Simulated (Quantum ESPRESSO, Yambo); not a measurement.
**G0W0 results for Na2CO3**

```cif
data_C2Na4O6
_chemical_formula_sum 'C2 O6 Na4'
_space_group_name_H-M_alt 'P63/mmc'
_space_group_IT_number 194
_space_group_name_Hall '-P 6c 2c'
_cell_length_a 5.21057
_cell_length_b 5.21057
_cell_length_c 6.07266
_cell_angle_alpha 90.000
_cell_angle_beta 90.000
_cell_angle_gamma 120.000
loop_
_atom_site_label
_atom_site_type_symbol
_atom_site_symmetry_multiplicity
_atom_site_Wyckoff_symbol
_atom_site_fract_x
_atom_site_fract_y
_atom_site_fract_z
_atom_site_occupancy
C1 C 2 d 0.66667 0.33333 0.25000 1
O1 O 6 h 0.38073 0.19036 0.25000 1
Na1 Na 2 c 0.33333 0.66667 0.25000 1
Na2 Na 2 a 0.00000 0.00000 0.00000 1
```

The geometry is that of Materials Project entry mp-20495, symmetrised and not relaxed again.

Starting point: LDA (pw.x of Quantum ESPRESSO, ONCV potentials, without SOC). G0W0 in Yambo: 3×3×2 Γ-centred k mesh, bands 5 to 220 and a 7 Ry block in the screening, 220 bands in G with the Bruneval-Gonze terminator, plasmon pole fitted at 27.2 eV.

```json
{
  "LDA gap along the band path": "3.14 eV",
  "LDA gap between the mesh's edge points (Γ → Γ)": "3.14 eV",
  "G0W0 gap between the same points": "6.28 eV"
}
```

| k point | band | E LDA (eV) | E QP (eV) | shift (eV) | Z |
|---|---|---|---|---|---|
| Γ | VB | 0.00 | -1.70 | -1.70 | 0.81 |
| Γ | CB | 3.14 | 4.59 | 1.44 | 0.88 |
| A | VB | -0.07 | -1.78 | -1.71 | 0.81 |
| A | CB | 4.41 | 6.26 | 1.85 | 0.86 |
| K | VB | -0.71 | -2.53 | -1.82 | 0.81 |
| K | CB | 5.40 | 7.80 | 2.40 | 0.83 |
| H | VB | -0.65 | -2.45 | -1.80 | 0.81 |
| H | CB | 5.35 | 7.74 | 2.38 | 0.83 |

Energies count from the LDA valence-band maximum.

Nearest settings tried, and what they do to the gap: 148 bands in W, 148 bands in G: +40 meV; 6 Ry block (237 vectors against 315): -51 meV. Not varied: mesh. So the settings aren't converged at that level.

The structure is a Materials Project entry; no match was found in the copy of COD used, and its stability was not checked.
